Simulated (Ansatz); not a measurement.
Input and command of a calculation in Ansatz (plane waves; scalar-relativistic PAW potentials unless the input names others):

```yaml
crystal:
  lattice:
    - [2.4042988853, 1.3881226086, 4.3749119558]
    - [-2.4042988853, 1.3881226086, 4.3749119558]
    - [0.0, -2.7762452172, 4.3749119558]
  atoms:
    - { symbol: Al, position: [0.647874896, 0.647874896, 0.647874896] }
    - { symbol: Al, position: [0.852125104, 0.852125104, 0.852125104] }
    - { symbol: Al, position: [0.147874896, 0.147874896, 0.147874896] }
    - { symbol: Al, position: [0.352125104, 0.352125104, 0.352125104] }
    - { symbol: O, position: [0.4438371694, 0.0561628306, 0.75] }
    - { symbol: O, position: [0.9438371694, 0.25, 0.5561628306] }
    - { symbol: O, position: [0.0561628306, 0.75, 0.4438371694] }
    - { symbol: O, position: [0.75, 0.4438371694, 0.0561628306] }
    - { symbol: O, position: [0.25, 0.5561628306, 0.9438371694] }
    - { symbol: O, position: [0.5561628306, 0.9438371694, 0.25] }
basis:
  ecutwfc: 420
kpoints:
  mp_grid: { grid: [6, 6, 6] }
hamiltonian:
  xc: pbe
scf:
  max_iter: 80
output:
  forces: true
  eigenvalues: true
  stress: true
```

```bash
ansatz run input.yaml --threads 8 --pin off --max-ram 20480MiB --backend cpu --events-out ev --progress --plain --runs-dir out
```

Question: Will this input run?

Answer: The program refuses it, because of no occupation method (scf.occupations: {"method": "gaussian", "width": 0.02} → not typed). With the sound run's settings it is accepted.

Abridged log:
```
Error: YAML parse error: `scf.occupations.method` is required: fixed only where the cell keeps a band gap throughout the run, explicit beside scf.occupations.values (under evaluate: without them), else a smearing such as fermi_dirac (scf.occupations.width is optional; its entry in the input reference gives the default)
```